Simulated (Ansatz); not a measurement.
System: HfO2 (fluorite type), 3 atoms in the cell.

Theory: PBE, all-electron LAPW, point nucleus (Ansatz).

k-mesh 8×8×8 Γ-centred; Fermi–Dirac smearing of 0.1 eV; no spin polarisation; no spin–orbit coupling.

```xyz
3
Lattice="0.0000 2.5350 2.5350 2.5350 0.0000 2.5350 2.5350 2.5350 0.0000" Properties=species:S:1:pos:R:3 pbc="T T T"
Hf    0.0000    0.0000    0.0000
O     1.2675    1.2675    1.2675
O     3.8025    3.8025    3.8025
```

**Question.** Would the cell expand or shrink if it were free to relax?

**Answer.** The pressure is 4.15 GPa, so at these settings the cell is compressed and would expand.

This cubic structure is a model: it isn't the usual form of the substance at ambient conditions, and such phases are metastable or hypothetical.
